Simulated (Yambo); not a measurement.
Absorption of KCl (rock salt, space group Fm-3m, No. 225) under isotropic strain of +2 % on all lattice vectors with and without the electron-hole interaction (Yambo, PBEsol bands; 8×8×8 mesh, 3 valence and 6 conduction bands, static screening with 30 bands and a 4 Ry block, scissor 3.15 eV, Tamm-Dancoff; field along x).

| E (eV) | Im ε, BSE | Im ε, independent quasiparticles |
|---|---|---|
| 6.00 | 0.20 | 0.02 |
| 6.10 | 0.24 | 0.03 |
| 6.20 | 0.29 | 0.03 |
| 6.30 | 0.37 | 0.03 |
| 6.40 | 0.49 | 0.03 |
| 6.50 | 0.68 | 0.03 |
| 6.60 | 1.01 | 0.03 |
| 6.70 | 1.65 | 0.03 |
| 6.80 | 3.01 | 0.04 |
| 6.90 | 5.53 | 0.04 |
| 7.00 | 6.23 | 0.04 |
| 7.10 | 3.72 | 0.05 |
| 7.20 | 2.08 | 0.05 |
| 7.30 | 1.36 | 0.05 |
| 7.40 | 1.09 | 0.06 |
| 7.50 | 1.12 | 0.06 |
| 7.60 | 1.36 | 0.07 |
| 7.70 | 1.35 | 0.08 |
| 7.80 | 1.19 | 0.10 |
| 7.90 | 1.34 | 0.12 |
| 8.00 | 1.94 | 0.17 |
| 8.10 | 2.94 | 0.20 |
| 8.20 | 3.25 | 0.23 |
| 8.30 | 3.05 | 0.30 |
| 8.40 | 3.49 | 0.47 |
| 8.50 | 3.64 | 0.67 |
| 8.60 | 2.66 | 0.67 |
| 8.70 | 1.76 | 0.53 |
| 8.80 | 1.37 | 0.47 |
| 8.90 | 1.27 | 0.51 |
| 9.00 | 1.31 | 0.67 |
| 9.10 | 1.37 | 0.78 |
| 9.20 | 1.27 | 0.90 |
| 9.30 | 1.14 | 1.14 |
| 9.40 | 1.11 | 1.10 |
| 9.50 | 1.22 | 0.94 |
| 9.60 | 1.24 | 0.89 |
| 9.70 | 1.31 | 0.93 |
| 9.80 | 1.39 | 1.06 |
| 9.90 | 1.47 | 1.45 |
| 10.00 | 1.41 | 2.09 |
| 10.10 | 1.62 | 2.29 |
| 10.20 | 1.74 | 2.28 |
| 10.30 | 1.77 | 2.62 |
| 10.40 | 1.82 | 2.71 |
| 10.50 | 2.22 | 2.60 |
| 10.60 | 2.36 | 2.61 |
| 10.70 | 2.69 | 3.16 |
| 10.80 | 3.47 | 4.03 |
| 10.90 | 4.63 | 3.78 |
| 11.00 | 5.17 | 3.14 |
| 11.10 | 3.90 | 3.04 |
| 11.20 | 2.72 | 2.93 |
| 11.30 | 2.05 | 2.59 |
| 11.40 | 1.98 | 2.45 |
| 11.50 | 2.07 | 2.46 |
| 11.60 | 2.54 | 2.26 |
| 11.70 | 2.51 | 2.10 |
| 11.80 | 1.87 | 1.95 |
| 11.90 | 1.58 | 1.79 |
| 12.00 | 1.31 | 1.55 |
| 12.10 | 1.19 | 1.38 |
| 12.20 | 1.09 | 1.39 |
| 12.30 | 1.15 | 1.52 |
| 12.40 | 1.06 | 1.70 |
| 12.50 | 0.96 | 1.89 |
| 12.60 | 0.85 | 2.09 |
| 12.70 | 0.79 | 2.50 |
| 12.80 | 0.74 | 2.85 |
| 12.90 | 0.67 | 2.93 |

The scissor comes from a G0W0 run whose convergence isn't established. Broadening 0.15 eV. The band window holds all transitions up to 14.4 eV. Fine structure above the onset can come from the mesh.

Geometry strained from the cell relaxed with PBEsol, atoms relaxed again; primitive cell a = b = c = 4.5019 Å, α = β = γ = 60.00°.
